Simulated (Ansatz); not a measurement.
Ge:
```cif
data_Ge12
_chemical_formula_sum 'Ge12'
_space_group_name_H-M_alt 'P 1'
_space_group_IT_number 1
_cell_length_a 5.95118
_cell_length_b 5.95118
_cell_length_c 7.08165
_cell_angle_alpha 90.000
_cell_angle_beta 90.000
_cell_angle_gamma 90.000
loop_
_space_group_symop_operation_xyz
  'x, y, z'
loop_
_atom_site_label
_atom_site_type_symbol
_atom_site_fract_x
_atom_site_fract_y
_atom_site_fract_z
_atom_site_occupancy
Ge1 Ge 0.08420 0.08420 0.00000 1
Ge2 Ge 0.41580 0.58420 0.75000 1
Ge3 Ge 0.91580 0.91580 0.50000 1
Ge4 Ge 0.58420 0.41580 0.25000 1
Ge5 Ge 0.16938 0.37269 0.24450 1
Ge6 Ge 0.12731 0.66938 0.99450 1
Ge7 Ge 0.83062 0.62731 0.74450 1
Ge8 Ge 0.87269 0.33062 0.49450 1
Ge9 Ge 0.66938 0.12731 0.00550 1
Ge10 Ge 0.62731 0.83062 0.25550 1
Ge11 Ge 0.33062 0.87269 0.50550 1
Ge12 Ge 0.37269 0.16938 0.75550 1
```

Relaxed with r²SCAN.

Question: Tabulate the valence density and the electron localisation function along the shortest Ge–Ge contact (2.48 Å), r²SCAN in the plane-wave PAW code Ansatz.

Answer: 

| distance from Ge (Å) | density (e/Å³) | ELF |
|---|---|---|
| 0.25 | 27.88 | 0.01 |
| 0.37 | 12.29 | 0.03 |
| 0.50 | 4.65 | 0.11 |
| 0.62 | 1.89 | 0.24 |
| 0.74 | 0.99 | 0.37 |
| 0.87 | 0.67 | 0.47 |
| 0.99 | 0.55 | 0.58 |
| 1.12 | 0.50 | 0.71 |
| 1.24 | 0.48 | 0.77 |
| 1.37 | 0.50 | 0.72 |
| 1.49 | 0.55 | 0.60 |
| 1.61 | 0.68 | 0.49 |
| 1.74 | 1.01 | 0.39 |
| 1.86 | 1.90 | 0.26 |
| 1.99 | 4.64 | 0.11 |
| 2.11 | 12.26 | 0.03 |
| 2.23 | 27.76 | 0.01 |

The density is the valence pseudo-density with augmentation charge, so density and ELF within about 1 Å of a nucleus are not all-electron values.

Space group P4_32_12. The workflow started from a Materials Project entry (that database holds measured and hypothetical structures alike); the Crystallography Open Database files this formula in space group No. 96, but the cells were not matched. It is not the phase usual at ambient conditions (space group No. 227). Symmetry was held in the r²SCAN relaxation; its stability against distortions is not shown here.

Potentials: the later of the program's two PAW sets.
